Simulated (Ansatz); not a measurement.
## BN: a ladder of calculations

Cell of run 1: a Materials Project structure (computed, not necessarily an observed phase).

```cif
data_structure
_symmetry_space_group_name_H-M 'P 1'
_symmetry_Int_Tables_number 1
_cell_length_a 2.5016
_cell_length_b 2.5016
_cell_length_c 7.3693
_cell_angle_alpha 90.000
_cell_angle_beta 90.000
_cell_angle_gamma 120.000
_cell_volume 39.94
loop_
_atom_site_label
_atom_site_type_symbol
_atom_site_fract_x
_atom_site_fract_y
_atom_site_fract_z
_atom_site_occupancy
B1 B 0.66667 0.33333 0.75000 1
B2 B 0.33333 0.66667 0.25000 1
N3 N 0.00000 0.00000 0.75000 1
N4 N 0.00000 0.00000 0.25000 1
```

Atom numbers follow the list; atoms alike are taken as one site, whose name carries the number of the first.

Relaxed positions (PBE, cell held):

```
CELL_PARAMETERS angstrom
2.50164 0.00000 0.00000
-1.25082 2.16648 0.00000
0.00000 0.00000 7.36932
ATOMIC_POSITIONS crystal
B 0.66667 0.33333 0.75000
B 0.33333 0.66667 0.25000
N 0.00000 0.00000 0.75000
N 0.00000 0.00000 0.25000
```

All runs are DFT with Ansatz 0.2.0 (plane waves and PAW, scalar-relativistic unless spin–orbit coupling is named, Γ-centred meshes, Fermi–Dirac smearing where given) in this cell.

Run 1: PBE, atoms as given; 420 eV, 14×14×4 k-points, smearing 0.02 eV.
Run 2: r2SCAN, at the relaxed atoms; 500 eV, 14×14×4 k-points, smearing 0.02 eV.
Run 3: LDA, at the relaxed atoms; 420 eV, 14×14×4 k-points, smearing 0.02 eV.

| run | B V_zz (η) | N V_zz (η) |
| --- | --- | --- |
| 1 | 2.79 (0.00) | -0.23 (0.00) |

The results of the other runs, out of order. V_zz in 10²¹ V/m².

| result | B V_zz (η) | N V_zz (η) |
| --- | --- | --- |
| A | 2.82 (0.00) | 0.16 (0.00) |
| B | 2.92 (0.00) | -0.26 (0.00) |

Problem. Which result belongs to which run?

Solution. A is run 3, B is run 2.
